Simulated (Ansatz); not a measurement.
An Ansatz (a quantum-chemistry and plane-wave program) run. Input:

Ansatz 0.2 input:
```yaml
crystal:
  lattice:
    - [0.0, 4.1252666676, 4.1252666676]
    - [4.1252666676, 0.0, 4.1252666676]
    - [4.1252666676, 4.1252666676, 0.0]
  atoms:
    - { symbol: Mg, position: [0.75, 0.75, 0.75] }
    - { symbol: Mg, position: [0.5, 0.5, 0.5] }
    - { symbol: Mg, position: [0.125, 0.625, 0.125] }
    - { symbol: Mg, position: [0.125, 0.125, 0.125] }
    - { symbol: Mg, position: [0.625, 0.125, 0.125] }
    - { symbol: Mg, position: [0.125, 0.125, 0.625] }
kpoints:
  mp_grid: { grid: [9, 9, 9] }
hamiltonian:
  xc: r2scan
  pseudopotentials: { kind: paw }
scf:
  occupations: { method: gaussian, width: 0.1 }
checkpoint: { read: metal.run }
output: { write_density: true, elf: true, volumetric_format: npy }
basis: { fft_grid_basis: typed }
```

Output (shortened):

```
Pseudopotential: Mg, paw, valence charge 10
Functional definition: r2SCAN
Crystal: 6 atoms, lattice volume = 140.406 Å³
Basis set: ecut = 500 eV, 3527 PW (Γ), exchange–correlation on 180×180×180 points (64 copies of the dense FFT grid, shifted against one another)
Bands: 42, of which v1, the nominal top of the filled ones, is band 30 counted from 1 (29 counted from 0)
Symmetry: 48 space group operations
Space group: Fd-3m (ITA 227), of the structure as read, at distance tolerance 5.2e-5 Å
k-points: 35 of 729
Stability of the state it starts from, as read at its close in the unpolarized treatment …
iter 1 solved again at ethr=1.15e-7 eV; its pass at ethr=3.10e-3 eV (dr2=6.88e-5 eV) is discarded
SCF iter   1: F=—  HF=-11557.978465 eV  |F-HF|=—  |Δ(HF+E_count)|=         —  Δρ=4.27e-7  dr2=9.08e-11  dr2_τ=9.20e-12  ethr=1.15e-7  ⟨swp⟩=3.0  Hψ=10686  notcnv=0
preconditioner: auto → Kerker (q_TF=auto, 2.368 Å⁻¹)
SCF iter   2: F=-11557.978465 eV  HF=-11557.978465 eV  |F-HF|=1.07e-10  |Δ(HF+E_count)|=   3.82e-8  Δρ=2.86e-7  dr2=4.53e-11  dr2_τ=1.18e-11  ethr=1.00e-12  ⟨swp⟩=7.6  Hψ=5489  notcnv=0
SCF 1 converged in 2 iterations: F = -11557.978465 eV  dr2 = 4.53e-11
SCF converged after 2 iterations
Free energy (F): -11557.978465 eV
Harris-Foulkes:  -11557.978465 eV  (|F-HF|=1.07e-10)
Internal energy: -11557.968537 eV  (E = F + TS)
E sigma→0 (E₀):  -11557.973501 eV
Entropy (-TS):   -0.009928 eV (-1.655 meV/atom)
Fermi energy:    5.531019 eV
--- Per-component energies (eV) ---
  E_band       = -2241.886743
  E_kinetic    = 445.722589
  E_local      = -9868.350226  (includes V_loc(G=0)·N_el)
  E_nonlocal   = 575.253608
  E_hartree    = 3539.902056
  E_xc         = -158.073964
  E_vxc        = -229.581099  (∫ρ·V_xc dr)
  E_paw        = -1777.426411  (= ΣΔE_a)
  E_vpaw       = -259.766498  (= ΣTr[D̂ρ^β])
  E_aug_tail   = -0.000009  (compensation charges beyond the density's cutoff)
  E_vtau       = 15.031261  (kinetic-family band-sum trace: ∫τ·v_τ [+ j·A + Jᵃ·Aᵃ] dr)
  E_ewald      = -4314.838931
  E_core_change = -0.157249  (= ΣΔE_core)
  E_smearing   = -0.009928  (= −TS)
  E_closure    =  0.000000  (closes the sum)
  Σ components = -11557.978465   (vs F -11557.978465, Δ=0.00e0)
  [band-id]    e_kinetic+e_local+e_nonlocal+2·e_hartree+e_vxc+e_vpaw+e_augmentation_tail+e_vtau = -2241.886262   (vs E_band -2241.886743, Δ=4.81e-4)
--- Band table (eV; the first three rows and the last of 35) ---
  k-point 0: bands = ["-73.8228", "-73.8224", "-73.3839", "-73.3768", "-73.3768", "-73.3768", "-38.9175", "-38.9175", "-38.9175", "-38.9151", "-38.9151", "-38.9151", "-38.5227", "-38.4983", "-38.4983", "-38.4983", "-38.4913", "-38.4913", "-38.4658", …
  k-point 1: bands = ["-73.8228", "-73.8224", "-73.3838", "-73.3770", "-73.3769", "-73.3769", "-38.9175", "-38.9175", "-38.9175", "-38.9151", "-38.9150", "-38.9150", "-38.5212", "-38.4978", "-38.4977", "-38.4977", "-38.4909", "-38.4909", "-38.4665", …
  k-point 2: bands = ["-73.8227", "-73.8224", "-73.3833", "-73.3775", "-73.3769", "-73.3769", "-38.9176", "-38.9176", "-38.9174", "-38.9151", "-38.9150", "-38.9150", "-38.5174", "-38.4963", "-38.4963", "-38.4962", "-38.4895", "-38.4895", "-38.4686", …
  k-point 34: bands = ["-73.8226", "-73.8226", "-73.3809", "-73.3799", "-73.3769", "-73.3769", "-38.9179", "-38.9179", "-38.9165", "-38.9161", "-38.9146", "-38.9146", "-38.4991", "-38.4948", "-38.4914", "-38.4888", "-38.4828", "-38.4823", "-38.4777", …
```

Cost: roughly 14 core-seconds on shared cores.

The start of the workflow was typed in or built on a structure type; neither database checked (COD, Materials Project) lists it. It is not the phase usual at ambient conditions (space group No. 194). Symmetry was held in the r²SCAN relaxation; its stability against distortions is not shown here.

Potentials: the later of the program's two PAW sets.

Ansatz is a plane-wave DFT program.
